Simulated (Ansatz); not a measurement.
The cell is a free-standing Janus 2H monolayer of PdSTe; cell and atoms were relaxed with r2SCAN. In-plane lattice: a = 3.989 Å, b = 3.989 Å, γ = 120.0°; thickness between the outer nuclei 2.45 Å. Pd has 3 S at 2.59 Å and 3 Te at 2.62 Å; S has 1 Te at 2.45 Å and 3 Pd at 2.59 Å; Te has 1 S at 2.45 Å and 3 Pd at 2.62 Å.

```xyz
3
Lattice="3.9886 0.0000 0.0000 -1.9943 3.4542 0.0000 0.0000 0.0000 30.6553" Properties=species:S:1:pos:R:3 pbc="T T F"
Pd    0.0000    2.3028    9.0228
S     1.9943    1.1514   10.2128
Te    1.9943    1.1514    7.7644
```
Periodic in the plane only; c spans the vacuum.

3 runs of Ansatz 0.2.0 on this cell differ in the functional (and in the settings that go with it). Levels are in eV from each run's valence top; v1 is the last filled band, c1 the first empty one.

Run A, mean stress -0.5 N/m (compression positive):

| point | v2 | v1 | c1 | c2 |
| --- | --- | --- | --- | --- |
| Γ | -1.22 | 0.00 | 1.04 | 1.04 |
| M | -3.29 | -2.76 | 1.36 | 2.39 |
| K | -3.58 | -3.39 | 0.56 | 2.66 |
| K–Γ (0.91) | -1.26 | -0.01 | 0.88 | 1.02 |

Run B, mean stress 0.0 N/m (compression positive):

| point | v2 | v1 | c1 | c2 |
| --- | --- | --- | --- | --- |
| Γ | -0.45 | 0.00 | 0.69 | 0.69 |
| M | -2.28 | -2.09 | 0.82 | 1.70 |
| K | -2.80 | -2.25 | 0.12 | 1.94 |
| K–Γ (0.91) | -0.48 | -0.01 | 0.57 | 0.67 |

Run C, mean stress -2.3 N/m (compression positive):

| point | v2 | v1 | c1 | c2 |
| --- | --- | --- | --- | --- |
| Γ | -0.23 | -0.01 | 0.78 | 0.78 |
| M | -2.03 | -1.90 | 0.91 | 1.59 |
| K | -2.55 | -1.98 | 0.21 | 1.82 |
| K–Γ (0.91) | -0.26 | 0.00 | 0.63 | 0.76 |

**Question.** Match the runs to LDA, r2SCAN, PBE0.

**Answer.** A is PBE0, B is r2SCAN, C is LDA. In order of the gap: r2SCAN 0.12, LDA 0.21, PBE0 0.56 eV. The stress vanishes for r2SCAN, which relaxed the cell.

Spin-unpolarised throughout. Whether this structure exists isn't addressed.

Spin-orbit coupling is left out, which matters wherever the heavy atoms make up the band edges.

The stress of a hybrid is loosely converged in these runs.

Where an edge lies off the special points, it is a point of the mesh or the k point where a search put PBE's edge or least direct gap, reused for the other functionals, whose own edges may lie a little apart.

The meshes of the hybrids are coarse, so their gaps aren't converged to the digits shown.

For some runs the program warns that the potential is rough where the density is thin, which bears on empty states near the vacuum.
